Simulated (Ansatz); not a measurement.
C:
```cif
data_C4
_chemical_formula_sum 'C4'
_space_group_name_H-M_alt 'P 1'
_space_group_IT_number 1
_cell_length_a 2.46487
_cell_length_b 2.46487
_cell_length_c 6.75513
_cell_angle_alpha 90.000
_cell_angle_beta 90.000
_cell_angle_gamma 120.000
loop_
_space_group_symop_operation_xyz
  'x, y, z'
loop_
_atom_site_label
_atom_site_type_symbol
_atom_site_fract_x
_atom_site_fract_y
_atom_site_fract_z
_atom_site_occupancy
C1 C 0.00000 0.00000 0.25000 1
C2 C 0.00000 0.00000 0.75000 1
C3 C 0.33333 0.66667 0.25000 1
C4 C 0.66667 0.33333 0.75000 1
```

Relaxed with PBE+D3(BJ).

Problem. Which orbitals make up the states near the Fermi level in plane-wave PAW PBE+D3(BJ) (Ansatz code)?

Solution. Within 0.5 eV of the Fermi level: C 2p 99 %. Projections are on Löwdin-orthogonalised atomic valence shells; empty p or d shells of many metals are not among them.

Problem. Tabulate the density of states.

Solution. States/eV per cell of 4 atoms, in 0.25 eV bins, energy from the Fermi level.

| E (eV) | total | C 2p | C 2s |
|---|---|---|---|
| -7.85 | 1.10 | 0.98 | 0.11 |
| -7.60 | 1.19 | 1.07 | 0.11 |
| -7.35 | 1.30 | 1.18 | 0.10 |
| -7.10 | 1.48 | 1.37 | 0.10 |
| -6.85 | 1.49 | 1.40 | 0.08 |
| -6.60 | 1.93 | 1.84 | 0.08 |
| -6.35 | 2.29 | 2.21 | 0.07 |
| -6.10 | 1.69 | 1.62 | 0.06 |
| -5.85 | 1.50 | 1.45 | 0.04 |
| -5.60 | 1.43 | 1.38 | 0.04 |
| -5.35 | 1.39 | 1.35 | 0.04 |
| -5.10 | 1.26 | 1.22 | 0.03 |
| -4.85 | 1.32 | 1.29 | 0.03 |
| -4.60 | 1.21 | 1.19 | 0.02 |
| -4.35 | 1.18 | 1.16 | 0.02 |
| -4.10 | 1.15 | 1.14 | 0.01 |
| -3.85 | 1.13 | 1.12 | 0.01 |
| -3.60 | 1.12 | 1.11 | 0.01 |
| -3.35 | 1.12 | 1.12 | 0.00 |
| -3.10 | 1.02 | 1.01 | 0.00 |
| -2.85 | 0.80 | 0.80 | 0.00 |
| -2.60 | 0.87 | 0.86 | 0.00 |
| -2.35 | 0.87 | 0.87 | 0.00 |
| -2.10 | 0.86 | 0.86 | 0.00 |
| -1.85 | 0.59 | 0.59 | 0.00 |
| -1.60 | 0.45 | 0.45 | 0.00 |
| -1.35 | 0.35 | 0.35 | 0.00 |
| -1.10 | 0.28 | 0.27 | 0.00 |
| -0.85 | 0.21 | 0.21 | 0.00 |
| -0.60 | 0.13 | 0.13 | 0.00 |
| -0.35 | 0.09 | 0.09 | 0.00 |
| -0.10 | 0.02 | 0.02 | 0.00 |
| 0.15 | 0.03 | 0.03 | 0.00 |
| 0.40 | 0.08 | 0.08 | 0.00 |
| 0.65 | 0.14 | 0.14 | 0.00 |
| 0.90 | 0.24 | 0.23 | 0.00 |
| 1.15 | 0.36 | 0.35 | 0.00 |
| 1.40 | 0.68 | 0.66 | 0.00 |
| 1.65 | 0.99 | 0.95 | 0.00 |
| 1.90 | 0.86 | 0.83 | 0.00 |
| 2.15 | 0.81 | 0.78 | 0.00 |
| 2.40 | 0.67 | 0.64 | 0.00 |
| 2.65 | 0.59 | 0.57 | 0.00 |
| 2.90 | 0.55 | 0.53 | 0.00 |
| 3.15 | 0.51 | 0.49 | 0.00 |
| 3.40 | 0.48 | 0.46 | 0.00 |
| 3.65 | 0.46 | 0.44 | 0.00 |
| 3.90 | 0.44 | 0.42 | 0.00 |
| 4.15 | 0.42 | 0.40 | 0.00 |
| 4.40 | 0.46 | 0.39 | 0.00 |
| 4.65 | 0.48 | 0.38 | 0.00 |

Space group P6_3/mmc (graphite). Symmetry was held in the PBE+D3(BJ) relaxation.

Potentials: the later of the program's two PAW sets.
